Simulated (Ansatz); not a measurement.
A geometry of TiC away from equilibrium: step 18 of the relaxation of a relaxed TiC cell displaced along its unstable phonon at q = Γ (342i cm⁻¹), largest move 0.15 Å. The numbers are results of PBE (plane waves to 420 eV, PAW, scalar-relativistic; Ansatz, a quantum-chemistry and plane-wave program), not measurements. Γ-centred k-mesh 10×10×10 on the run's cell (coarser than for final values), Fermi–Dirac smearing 0.05 eV.

```
TiC
1.0
   -0.51184     2.35182     3.65616
    2.35182    -0.51184     3.65616
    1.83998     1.83998     0.00000
Ti C
2 2
Direct
  0.77325   0.77325   0.72675
  0.47675   0.47675   0.52325
  0.06723   0.06723   0.93277
  0.18277   0.18277   0.31723
```

### Question
Which atoms carry the largest force, and which way does it point?

### Answer
0.03 eV/Å, on Ti1, Ti2 (atoms numbered as listed); on Ti2 its components are (0.00, 0.00, 0.03).

### Question
What is the pressure?

### Answer
+5.4 GPa, compression positive.

### Question
How far above the relaxed end point is this geometry?

### Answer
0.53 eV/atom; the path ends in Imma (No. 74).

No spin polarisation in the result.

The run could not lose the symmetry of its start, so the end can be a saddle point.

The end of the path is a generated cell of TiC: the first start was made by placing the elements on the sites of a structure type, and the end was not matched to a known phase here, so it may be hypothetical. Known forms of TiC include space group No. 225.
